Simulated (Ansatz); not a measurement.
Ge₂Sb₂TeSe₄:
```
CELL_PARAMETERS angstrom
      4.01408     0.00000     0.00000
     -2.00704     3.47630     0.00000
      0.00000     0.00000    16.83247
ATOMIC_POSITIONS crystal
  Ge 0.00000 0.00000 0.34784
  Ge 0.00000 0.00000 0.65216
  Sb 0.33333 0.66667 0.12414
  Sb 0.66667 0.33333 0.87586
  Te 0.00000 0.00000 0.00000
  Se 0.33333 0.66667 0.78265
  Se 0.66667 0.33333 0.21735
  Se 0.33333 0.66667 0.42381
  Se 0.66667 0.33333 0.57619
```

Relaxed with PBE+D3(BJ). Special points in fractions of this cell's reciprocal vectors: Γ (0.000, 0.000, 0.000); M (0.500, 0.000, 0.000); K (0.333, 0.333, 0.000); A (0.000, 0.000, 0.500); L (0.500, 0.000, 0.500); H (0.333, 0.333, 0.500).

### Question
List the band energies nearest the Fermi level at these points for DFT-PBE+D3(BJ) in the program Ansatz with PAW potentials.

### Answer
In eV from the Fermi level; about four levels below and three above (degenerate sets whole), none deeper than 8.9 eV; points with the same levels are listed once.

```tsv
k	below	above
Γ	-1.38 -1.38 -1.35 -0.06	0.43 0.45 0.45
M	-2.38 -2.04 -1.20 -1.19	0.18 0.81 0.85
K	-2.35 -1.59 -1.59 -0.97	0.78 0.78 0.82
A	-1.39 -1.39 -1.17 -0.08	0.43 0.46 0.46
L	-2.12 -1.98 -0.49 -0.08	0.78 0.98 1.62
H	-1.90 -1.90 -1.69 -1.62	1.07 1.07 1.14
```

Space group P-3m1. The start of the workflow was typed in or built on a structure type; neither database checked (COD, Materials Project) lists it. Whether it is the stable phase at ambient conditions was not checked. The cell was relaxed with PBE+D3(BJ) under the symmetry of its start; its stability against distortions is not shown here. Scalar-relativistic: spin–orbit coupling is off unless named, which matters more the heavier the elements.

Potentials: the later of the program's two PAW sets.
